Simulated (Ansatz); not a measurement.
C:
```
C
1.0
    4.80855     0.00000     0.00000
    0.00000     4.80855     0.00000
    0.00000     0.00000     4.80855
C
10
Direct
  0.00000   0.00000   0.00000
  0.50000   0.50000   0.50000
  0.17798   0.17798   0.17798
  0.32202   0.32202   0.32202
  0.17798   0.82202   0.82202
  0.32202   0.67798   0.67798
  0.82202   0.17798   0.82202
  0.67798   0.32202   0.67798
  0.82202   0.82202   0.17798
  0.67798   0.67798   0.32202
```

Relaxed with r²SCAN.

Problem. Which orbitals make up the states near the band edges in r²SCAN in the plane-wave PAW code Ansatz?

Solution. Top 1 eV of the valence band: C 2p 97 %. Bottom 1 eV of the conduction band: C 2p 85 %, C 2s 10 %. Projections are on Löwdin-orthogonalised atomic valence shells; empty p or d shells of many metals are not among them.

Problem. Tabulate the density of states.

Solution. States/eV per cell of 10 atoms, in 0.25 eV bins, energy from the valence-band maximum.

```
E (eV)  total   C 2p  C 2s
------  -----  -----  ----
-7.85    1.28   1.15  0.12
-7.60    4.09   3.83  0.21
-7.35    2.66   2.54  0.10
-7.10   14.31  14.04  0.10
-6.85    2.88   2.83  0.02
-6.60    0.00   0.00  0.00
-6.35    0.00   0.00  0.00
-6.10    0.00   0.00  0.00
-5.85    0.00   0.00  0.00
-5.60    0.00   0.00  0.00
-5.35    0.00   0.00  0.00
-5.10    0.00   0.00  0.00
-4.85    0.00   0.00  0.00
-4.60    0.00   0.00  0.00
-4.35    0.00   0.00  0.00
-4.10    0.00   0.00  0.00
-3.85    0.00   0.00  0.00
-3.60    0.00   0.00  0.00
-3.35    0.11   0.11  0.00
-3.10    0.86   0.84  0.00
-2.85    1.49   1.46  0.02
-2.60    2.34   2.28  0.04
-2.35    5.19   4.95  0.20
-2.10    4.90   4.64  0.22
-1.85    5.57   5.31  0.22
-1.60    6.09   5.81  0.24
-1.35    4.09   3.91  0.15
-1.10    4.26   4.12  0.12
-0.85    5.92   5.76  0.14
-0.60   13.27  12.78  0.45
-0.35    8.63   8.40  0.20
-0.10    1.28   1.27  0.01
0.15     0.00   0.00  0.00
0.40     0.00   0.00  0.00
0.65     0.00   0.00  0.00
0.90     0.00   0.00  0.00
1.15     0.00   0.00  0.00
1.40     0.00   0.00  0.00
1.65     0.00   0.00  0.00
1.90     0.00   0.00  0.00
2.15     0.00   0.00  0.00
2.40     0.00   0.00  0.00
2.65     0.00   0.00  0.00
2.90     0.00   0.00  0.00
3.15     0.00   0.00  0.00
3.40     0.00   0.00  0.00
3.65     0.00   0.00  0.00
3.90     0.00   0.00  0.00
4.15     0.00   0.00  0.00
4.40     0.00   0.00  0.00
4.65     4.98   3.99  0.73
4.90     9.55   8.27  0.83
5.15     5.08   4.43  0.40
5.40     4.06   3.50  0.35
5.65     2.77   2.38  0.25
5.90     2.44   2.07  0.25
6.15     3.81   3.23  0.40
6.40     3.27   2.77  0.32
6.65     2.50   2.02  0.23
6.90     1.80   1.34  0.17
7.15     1.78   1.16  0.22
7.40     3.46   2.02  0.65
7.65     3.90   1.84  1.12
7.90     6.10   3.79  1.08
8.15     4.38   2.67  0.83
8.40     2.77   1.94  0.47
8.65     3.61   1.99  0.97
8.90     5.46   2.65  1.61
9.15     3.43   2.25  0.59
9.40     2.75   2.03  0.33
```

Space group Pn-3m. The start of the workflow was typed in or built on a structure type; neither database checked (COD, Materials Project) lists it. It is not the phase usual at ambient conditions (space group No. 194, 227). The r²SCAN relaxation kept the symmetry of its start; whether a distortion lowers the energy is not shown.

Potentials: the earlier of the program's two PAW sets.
